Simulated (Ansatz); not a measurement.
Rb₃YF₆:
```xyz
10
Lattice="0.0000 4.7828 4.7828 4.7828 0.0000 4.7828 4.7828 4.7828 0.0000" Properties=species:S:1:pos:R:3 pbc="T T T"
Rb     7.1742     7.1742     7.1742
Rb     2.3914     2.3914     2.3914
Rb     4.7828     4.7828     4.7828
Y      0.0000     0.0000     0.0000
F      2.1574     4.7828     4.7828
F      7.4082     4.7828     4.7828
F      4.7828     2.1574     4.7828
F      4.7828     7.4082     4.7828
F      4.7828     4.7828     2.1574
F      4.7828     4.7828     7.4082
```

Relaxed with r²SCAN.

**Question.** Give the Bader charges and basin volumes of the independent atoms, DFT-r²SCAN in the program Ansatz with PAW potentials.

**Answer.** 

| atom | Bader charge (e) | Bader volume (Å³) |
|---|---|---|
| Rb1 | +0.93 | 31.2 |
| Rb3 | +0.89 | 23.9 |
| Y4 | +2.35 | 12.1 |
| F5 | -0.85 | 19.7 |

Space group Fm-3m. The first step of the workflow began from a Materials Project structure, measured or hypothetical; the Crystallography Open Database copy checked does not list it. COD files the formula under space group No. 139. Whether it is the stable phase at ambient conditions was not checked. Symmetry was held in the r²SCAN relaxation; its stability against distortions is not shown here. No spin polarisation was allowed.

Potentials: the later of the program's two PAW sets.
